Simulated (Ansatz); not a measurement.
VN (rock salt)

```cif
data_N4V4
_chemical_formula_sum 'N4 V4'
_space_group_name_H-M_alt 'Fm-3m'
_space_group_IT_number 225
_space_group_name_Hall '-F 4 2 3'
_cell_length_a 4.11692
_cell_length_b 4.11692
_cell_length_c 4.11692
_cell_angle_alpha 90.000
_cell_angle_beta 90.000
_cell_angle_gamma 90.000
loop_
_atom_site_label
_atom_site_type_symbol
_atom_site_symmetry_multiplicity
_atom_site_Wyckoff_symbol
_atom_site_fract_x
_atom_site_fract_y
_atom_site_fract_z
_atom_site_occupancy
N1 N 4 a 0.00000 0.00000 0.00000 1
V1 V 4 b 0.50000 0.50000 0.50000 1
```
(The calculation used a cell of 2 atoms; values per cell refer to that cell.)

The relaxed cell is deformed in two ways at once: its volume V is scaled, and at that volume it is stretched along z (the c axis of the conventional cell) so that c/a changes. Fractional atomic positions are held.

Level of theory: PBE (plane waves to 420 eV, PAW, scalar-relativistic; Ansatz, a program for electronic structure). k mesh 19×19×19 (Γ-centred), Fermi-Dirac smearing 0.05 eV. Compression counts positive. With partly filled bands, the response to shear is sensitive to the k mesh, so small differences along c/a are uncertain. The PAW data are Ansatz's earlier set. VN is run without spin polarisation. VN was relaxed with its symmetry unable to fall. The last digit holds for this mesh only.

Changes of P (GPa) from the point V/V₀ = 1.000, (c/a)/(c/a)₀ = 1.000 when one coordinate moves alone (two changes are said to add if the coupling is within 5 % of the smaller one, nearly so within 20 %):

```
point                               change
----------------------------------  ------
V/V₀ = 1.000, (c/a)/(c/a)₀ = 0.880   12.28
V/V₀ = 1.000, (c/a)/(c/a)₀ = 0.920    5.07
V/V₀ = 1.000, (c/a)/(c/a)₀ = 0.960    1.16
V/V₀ = 0.920, (c/a)/(c/a)₀ = 1.000   31.40
V/V₀ = 0.947, (c/a)/(c/a)₀ = 1.000   19.40
V/V₀ = 0.973, (c/a)/(c/a)₀ = 1.000    9.01
V/V₀ = 1.027, (c/a)/(c/a)₀ = 1.000   -7.81
V/V₀ = 1.053, (c/a)/(c/a)₀ = 1.000  -14.58
V/V₀ = 1.080, (c/a)/(c/a)₀ = 1.000  -20.45
V/V₀ = 1.000, (c/a)/(c/a)₀ = 1.040    1.03
V/V₀ = 1.000, (c/a)/(c/a)₀ = 1.080    3.92
V/V₀ = 1.000, (c/a)/(c/a)₀ = 1.120    8.37
```

Problem. What is the change at V/V₀ = 0.973, (c/a)/(c/a)₀ = 1.120, where both move, and how far is it from the sum?

Solution. The sum of the single changes is 9.01 + (8.37) = 17.38; the calculation gives 18.03, so the coupling contributes 0.65 (under 20 % of the smaller single change, nearly additive).

Problem. What is the change at V/V₀ = 0.973, (c/a)/(c/a)₀ = 1.040, where both move, and how far is it from the sum?

Solution. The sum of the single changes is 9.01 + (1.03) = 10.04; the calculation gives 10.12, so the coupling contributes 0.08 (under 20 % of the smaller single change, nearly additive).

(Under strain, the slope of the energy per volume gives the stress and its curvature an elastic modulus.)
